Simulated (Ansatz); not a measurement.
Here is the system:

SiO$_{2}$:
```cif
data_O4Si2
_chemical_formula_sum 'Si2 O4'
_space_group_name_H-M_alt 'P 1'
_space_group_IT_number 1
_cell_length_a 2.82558
_cell_length_b 2.82558
_cell_length_c 8.19227
_cell_angle_alpha 90.000
_cell_angle_beta 90.000
_cell_angle_gamma 90.000
loop_
_space_group_symop_operation_xyz
  'x, y, z'
loop_
_atom_site_label
_atom_site_type_symbol
_atom_site_fract_x
_atom_site_fract_y
_atom_site_fract_z
_atom_site_occupancy
Si1 Si 0.00000 0.00000 0.00000 1
Si2 Si 0.50000 0.50000 0.50000 1
O1 O 0.00000 0.50000 0.10199 1
O2 O 0.00000 0.50000 0.60199 1
O3 O 0.50000 0.00000 0.39801 1
O4 O 0.50000 0.00000 0.89801 1
```

This is the r²SCAN-relaxed structure.

All from r²SCAN in the plane-wave PAW code Ansatz, unless another level is named. Estimate the electron effective mass.

0.41, 0.41, 0.65 mₑ (principal values).

What about the hole effective mass?

1.6, 3.1, 4.6 mₑ (principal values).

Predict the weight of the valence-edge state by species (Voronoi cells).

O 97 %, Si 3 %.

Space group P4_2/nmc. A made-up cell: these elements were put on the sites of a structure type; neither database checked (COD, Materials Project) lists it. It is not the phase usual at ambient conditions (space group No. 92, 152, 154). Symmetry was held in the r²SCAN relaxation; its stability against distortions is not shown here.

Potentials: the earlier of the program's two PAW sets.

Edges and masses are those of Kohn–Sham bands, whose gap is no quasiparticle gap.
